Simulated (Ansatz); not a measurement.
## Convergence test, Ti$_{2}$O$_{3}$

Method: DFT PBEsol, scalar-relativistic, plane waves, PAW in Ansatz.

```
Ti O
1.0
     2.57450    1.48639    4.54733
    -2.57450    1.48639    4.54733
     0.00000   -2.97278    4.54733
Ti O
4 6
Direct
  0.84500 0.84500 0.84500
  0.65500 0.65500 0.65500
  0.15500 0.15500 0.15500
  0.34500 0.34500 0.34500
  0.06700 0.43300 0.75000
  0.75000 0.06700 0.43300
  0.43300 0.75000 0.06700
  0.93300 0.56700 0.25000
  0.25000 0.93300 0.56700
  0.56700 0.25000 0.93300
```

- plane-wave cutoff: 420 eV
- Γ-centred k-mesh: 12×12×12
- spin treatment: unpolarised

The atoms stay fixed while the occupation rule is varied. ΔE is the energy extrapolated to zero smearing, less that of the reference run (12×12×12 Γ-centred mesh, Gaussian smearing 0.1 eV). The cell isn't necessarily relaxed at this level. Pressure is positive in compression.

| rule, width (eV) | ΔE (meV/atom) | ΔF, free energy (meV/atom) | P (GPa) | largest change of a force component (eV/Å) |
| --- | --- | --- | --- | --- |
| Gaussian 0.1 | 0.00 | 0.00 | -6.49 | 0.000 |
| Gaussian 0.01 | -0.02 | 0.70 | -6.50 | 0.011 |
| Gaussian 0.5 | 5.07 | -24.7 | -5.67 | 0.197 |
| Fermi–Dirac 0.02 | -0.01 | 0.52 | -6.50 | 0.008 |
| Fermi–Dirac 0.05 | 0.07 | -0.55 | -6.48 | 0.008 |
| Fermi–Dirac 0.1 | 0.69 | -5.01 | -6.35 | 0.053 |
| Fermi–Dirac 0.2 | 4.64 | -27.7 | -5.62 | 0.195 |
| Fermi–Dirac 0.5 | -8.91 | -203 | -2.09 | 0.715 |
| Methfessel–Paxton 0.02 | -0.02 | 0.70 | -6.51 | 0.012 |
| Methfessel–Paxton 0.05 | -0.02 | 0.71 | -6.51 | 0.011 |
| Methfessel–Paxton 0.2 | 0.36 | 1.59 | -6.54 | 0.008 |
| cold 0.2 | -0.38 | 0.10 | -6.51 | 0.006 |
| tetrahedron | -0.02 | 0.70 | -6.50 | 0.014 |

Cost: 13 runs of about 24 core-minutes in all, on Intel Xeon Processor @ 2.50GHz (Skylake/Cascade Lake) (shared hosts).